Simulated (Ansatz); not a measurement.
LaP:
```cif
data_LaP
_chemical_formula_sum 'P1 La1'
_space_group_name_H-M_alt 'P 1'
_space_group_IT_number 1
_cell_length_a 4.29400
_cell_length_b 4.29400
_cell_length_c 4.29400
_cell_angle_alpha 60.000
_cell_angle_beta 60.000
_cell_angle_gamma 60.000
loop_
_space_group_symop_operation_xyz
  'x, y, z'
loop_
_atom_site_label
_atom_site_type_symbol
_atom_site_fract_x
_atom_site_fract_y
_atom_site_fract_z
_atom_site_occupancy
P1 P 0.50000 0.50000 0.50000 1
La1 La 0.00000 0.00000 0.00000 1
```

Relaxed with r²SCAN.

Question: Which orbitals make up the states near the band edges in DFT-r²SCAN in the program Ansatz with PAW potentials?

Answer: Top 1 eV of the valence band: P 3p 67 %, La 5d 23 %, La 4f 6 %. Bottom 1 eV of the conduction band: La 5d 75 %, P 3p 13 %, La 4f 9 %. Projections are on Löwdin-orthogonalised atomic valence shells; empty p or d shells of many metals are not among them.

Question: Tabulate the density of states.

Answer: States/eV per cell of 2 atoms, in 0.25 eV bins, energy from the valence-band maximum.

| E (eV) | total | La 4f | P 3p | La 5d |
|---|---|---|---|---|
| -7.85 | 0.00 | 0.00 | 0.00 | 0.00 |
| -7.60 | 0.00 | 0.00 | 0.00 | 0.00 |
| -7.35 | 0.00 | 0.00 | 0.00 | 0.00 |
| -7.10 | 0.00 | 0.00 | 0.00 | 0.00 |
| -6.85 | 0.00 | 0.00 | 0.00 | 0.00 |
| -6.60 | 0.00 | 0.00 | 0.00 | 0.00 |
| -6.35 | 0.00 | 0.00 | 0.00 | 0.00 |
| -6.10 | 0.00 | 0.00 | 0.00 | 0.00 |
| -5.85 | 0.00 | 0.00 | 0.00 | 0.00 |
| -5.60 | 0.00 | 0.00 | 0.00 | 0.00 |
| -5.35 | 0.00 | 0.00 | 0.00 | 0.00 |
| -5.10 | 0.00 | 0.00 | 0.00 | 0.00 |
| -4.85 | 0.00 | 0.00 | 0.00 | 0.00 |
| -4.60 | 0.00 | 0.00 | 0.00 | 0.00 |
| -4.35 | 0.00 | 0.00 | 0.00 | 0.00 |
| -4.10 | 0.00 | 0.00 | 0.00 | 0.00 |
| -3.85 | 0.00 | 0.00 | 0.00 | 0.00 |
| -3.60 | 0.00 | 0.00 | 0.00 | 0.00 |
| -3.35 | 0.00 | 0.00 | 0.00 | 0.00 |
| -3.10 | 0.07 | 0.00 | 0.03 | 0.02 |
| -2.85 | 0.47 | 0.00 | 0.25 | 0.13 |
| -2.60 | 1.15 | 0.01 | 0.64 | 0.30 |
| -2.35 | 1.77 | 0.02 | 1.02 | 0.43 |
| -2.10 | 1.80 | 0.03 | 1.09 | 0.41 |
| -1.85 | 1.39 | 0.03 | 0.87 | 0.33 |
| -1.60 | 3.48 | 0.05 | 2.15 | 1.15 |
| -1.35 | 4.09 | 0.07 | 2.66 | 1.17 |
| -1.10 | 4.74 | 0.11 | 3.16 | 1.22 |
| -0.85 | 2.45 | 0.12 | 1.60 | 0.63 |
| -0.60 | 1.75 | 0.13 | 1.19 | 0.37 |
| -0.35 | 0.75 | 0.08 | 0.54 | 0.10 |
| -0.10 | 0.09 | 0.01 | 0.07 | 0.01 |
| 0.15 | 0.01 | 0.00 | 0.00 | 0.01 |
| 0.40 | 0.11 | 0.01 | 0.01 | 0.09 |
| 0.65 | 0.25 | 0.02 | 0.03 | 0.19 |
| 0.90 | 0.38 | 0.04 | 0.05 | 0.28 |
| 1.15 | 0.53 | 0.07 | 0.06 | 0.38 |
| 1.40 | 0.70 | 0.11 | 0.07 | 0.48 |
| 1.65 | 0.93 | 0.19 | 0.08 | 0.61 |
| 1.90 | 1.32 | 0.36 | 0.10 | 0.79 |
| 2.15 | 1.52 | 0.54 | 0.09 | 0.79 |
| 2.40 | 1.99 | 0.89 | 0.08 | 0.90 |
| 2.65 | 2.14 | 1.21 | 0.04 | 0.76 |
| 2.90 | 5.38 | 4.02 | 0.04 | 1.12 |
| 3.15 | 16.25 | 14.75 | 0.03 | 1.16 |

Space group Fm-3m (rock salt). The workflow started from an entry of the Crystallography Open Database (COD). Its standing as an ambient phase is unchecked. Symmetry was held in the r²SCAN relaxation; whether a distortion lowers the energy is not shown. Scalar-relativistic: spin–orbit coupling is off unless named, which matters more the heavier the elements.

Potentials: the later of the program's two PAW sets.
